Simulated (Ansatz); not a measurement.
Relaxed CsSnI₃ (cubic perovskite):

```xyz
10
Lattice="12.5427 0.0000 0.0000 0.0000 6.2713 0.0000 0.0000 0.0000 6.2713" Properties=species:S:1:pos:R:3 pbc="T T T"
Cs     0.0000     0.0000     0.0000
Cs     6.2713     0.0000     0.0000
Sn     3.1357     3.1357     3.1357
Sn     9.4070     3.1357     3.1357
I      0.0000     3.1357     3.1357
I      6.2713     3.1357     3.1357
I      3.1357     3.1357     0.0000
I      9.4070     3.1357     0.0000
I      3.1357     0.0000     3.1357
I      9.4070     0.0000     3.1357
```

The atoms are displaced by Q × the pattern below (from a DFPT mode at X = (0.5, 0.0, 0.0), largest move 1; Q in Å), at fixed cell. (q is in reciprocal vectors of the primitive cell; the cell shown is doubled to hold the pattern.)

```json
[
 {"atom": "Cs1", "x": "-1.000", "y": "0.000", "z": "0.000"},
 {"atom": "Cs2", "x": "1.000", "y": "0.000", "z": "0.000"},
 {"atom": "I5", "x": "-0.084", "y": "0.000", "z": "0.000"},
 {"atom": "I6", "x": "0.084", "y": "0.000", "z": "0.000"}
]
```

Atoms not listed stay in place.

Method: PBE (plane waves to 420 eV, PAW, scalar-relativistic; Ansatz, a program for electronic structure). k mesh 3×6×6 (Γ-centred), Fermi-Dirac smearing 0.05 eV. E stands for the smeared free energy. On this mesh the relaxed cell isn't quite at rest: it carries a pressure of 0.1 GPa (compression positive) at the zero of the scan. CsSnI3 was relaxed with its symmetry unable to fall. Spin-orbit coupling is left out, though I is heavy. This is a high-temperature form of CsSnI3. The zero of ΔE is the undisplaced structure.

```
Q (Å)   ΔE (meV/cell)
------  -------------
-0.180           16.5
-0.120            7.3
-0.060            1.8
0.000             0.0
0.060             1.8
0.120             7.3
0.180            16.5
```

Question: Which DFPT wavenumber at X = (0.5, 0.0, 0.0) belongs to this mode?
(A) 102 cm⁻¹
(B) 32 cm⁻¹
(C) 15 cm⁻¹

Answer: B, 32 cm⁻¹. The curvature of the scan gives 32 cm⁻¹

(A displaced cell: forces are minus the slopes of the energy, force constants its curvatures, and phonons follow from these.)
